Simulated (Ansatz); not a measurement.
CdHg₂Te₃: rattling a relaxed structure

The structure comes from a generated guess, relaxed at this level; another structure or a mixture of phases may lie lower.

Theory: DFT PBE, scalar-relativistic, plane waves, PAW (Ansatz). Plane waves to 420 eV, a k mesh through Γ of 12×12×2 on the computed 12-atom cell and Gaussian smearing (0.10 eV); no spin polarisation.

The cell below (12 atoms, space group P6_3mc (No. 186)) is relaxed within its symmetry.

```cif
data_structure
_symmetry_space_group_name_H-M 'P 1'
_symmetry_Int_Tables_number 1
_cell_length_a 4.6912
_cell_length_b 4.6912
_cell_length_c 23.0800
_cell_angle_alpha 90.000
_cell_angle_beta 90.000
_cell_angle_gamma 120.000
_cell_volume 439.88
loop_
_atom_site_label
_atom_site_type_symbol
_atom_site_fract_x
_atom_site_fract_y
_atom_site_fract_z
_atom_site_occupancy
Cd1 Cd 0.33333 0.66667 0.99983 1
Cd2 Cd 0.66667 0.33333 0.49983 1
Hg1 Hg 0.33333 0.66667 0.33358 1
Hg2 Hg 0.33333 0.66667 0.66656 1
Hg3 Hg 0.66667 0.33333 0.16656 1
Hg4 Hg 0.66667 0.33333 0.83358 1
Te1 Te 0.33333 0.66667 0.12461 1
Te2 Te 0.33333 0.66667 0.45881 1
Te3 Te 0.33333 0.66667 0.79160 1
Te4 Te 0.66667 0.33333 0.29160 1
Te5 Te 0.66667 0.33333 0.62461 1
Te6 Te 0.66667 0.33333 0.95881 1
```

For the test it was strained at random (σ = 1.5 % a component), the atoms were moved at random (σ = 0.10 Å), and all was relaxed again on a coarse 6×6×1 mesh (in the run’s order of axes) with 0.20 eV smearing, with no symmetry imposed.

These runs have no spin–orbit coupling, which can matter for Hg and Te.

Q: Does it come back?

A: It returns, within 1 meV/atom of the unmoved cell on that mesh and with the same symmetry when read at 0.1 Å (P1 at 0.01 Å, so small strains and shifts remain). So it is stable against the distortions that fit this cell and that this random move excites. Modes that don't fit the cell aren't tested.
